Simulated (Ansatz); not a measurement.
Q: Name crystals whose computed values (DFT-LDA in the program Ansatz with PAW potentials) fall in these windows: Θ_D (K) 190 to 240; highest Γ mode, no LO–TO term (cm⁻¹) 180 to 260.

A: 

| crystal | Θ_D (K) | highest Γ mode, no LO–TO term (cm⁻¹) |
|---|---|---|
| ZnCdSe2, P3m1 (Zn on 1a, Cd on 1c, Se on 1c, Se on 1a) | 222 | 217 |
| MgAu, CsCl type | 236 | 212 |
| ZnCdSe2, P-4m2 (Zn on 1c, Cd on 1a, Se on 2g) | 228 | 212 |
| ScBi, rock salt | 233 | 203 |
| CuAu, L1₀ or tetragonal B2 | 235 | 212 |
Others may fit too.

Standing as an ambient phase not checked: ZnCdSe2, P3m1 (Zn on 1a, Cd on 1c, Se on 1c, Se on 1a); MgAu, CsCl type; ZnCdSe2, P-4m2 (Zn on 1c, Cd on 1a, Se on 2g); ScBi, rock salt. Perhaps ordered models of mixed-site phases: ScBi, rock salt. All cells were relaxed under the symmetry of their starts (and spin orders); stability against distortions was not tested throughout. Rows with no word on spin ran without spin polarisation. Spin–orbit coupling is left out wherever it is not named.

Potentials: the later of the program's two PAW sets.
